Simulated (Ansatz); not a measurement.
Ta (bcc, W type), conventional cell a = b = c = 3.282 Å, α = β = γ = 90.00°. The calculation uses the primitive cell of 1 atom, to which meshes and values per cell refer.

Grid over V/V₀ and (c/a)/(c/a)₀, subscript 0 meaning the relaxed cell; the conventional c axis lies along z; no internal relaxation.

These are PBEsol (plane waves to 420 eV, PAW, scalar-relativistic; Ansatz, a quantum-chemistry and plane-wave program) values and carry that method's errors. k mesh 20×20×20 (Γ-centred), Fermi-Dirac smearing 0.05 eV. The energy includes the smearing's −TS. With partly filled bands, the response to shear is sensitive to the k mesh, so small differences along c/a are uncertain. Spin-orbit coupling is left out, though Ta is heavy. Ta is run without spin polarisation. Ta was relaxed with its symmetry unable to fall. The PAW data are Ansatz's earlier set. The last digit holds for this mesh only.

Changes of ΔE (eV/atom) from the point V/V₀ = 1.000, (c/a)/(c/a)₀ = 1.000 when one coordinate moves alone (two changes are said to add if the coupling is within 5 % of the smaller one, nearly so within 20 %):

```json
[
 {"point": "V/V₀ = 1.000, (c/a)/(c/a)₀ = 0.920", "change": "0.0284"},
 {"point": "V/V₀ = 1.000, (c/a)/(c/a)₀ = 0.960", "change": "0.0078"},
 {"point": "V/V₀ = 0.920, (c/a)/(c/a)₀ = 1.000", "change": "0.0839"},
 {"point": "V/V₀ = 0.960, (c/a)/(c/a)₀ = 1.000", "change": "0.0196"},
 {"point": "V/V₀ = 1.040, (c/a)/(c/a)₀ = 1.000", "change": "0.0173"},
 {"point": "V/V₀ = 1.080, (c/a)/(c/a)₀ = 1.000", "change": "0.0652"},
 {"point": "V/V₀ = 1.000, (c/a)/(c/a)₀ = 1.040", "change": "0.0071"},
 {"point": "V/V₀ = 1.000, (c/a)/(c/a)₀ = 1.080", "change": "0.0257"}
]
```

Question: Do the two effects add at V/V₀ = 0.960, (c/a)/(c/a)₀ = 1.080? Give the computed change.

Answer: The sum of the single changes is 0.0196 + (0.0257) = 0.0453; the calculation gives 0.0472, so the coupling contributes 0.0019 (under 20 % of the smaller single change, nearly additive).

(Under strain, the slope of the energy per volume gives the stress and its curvature an elastic modulus.)
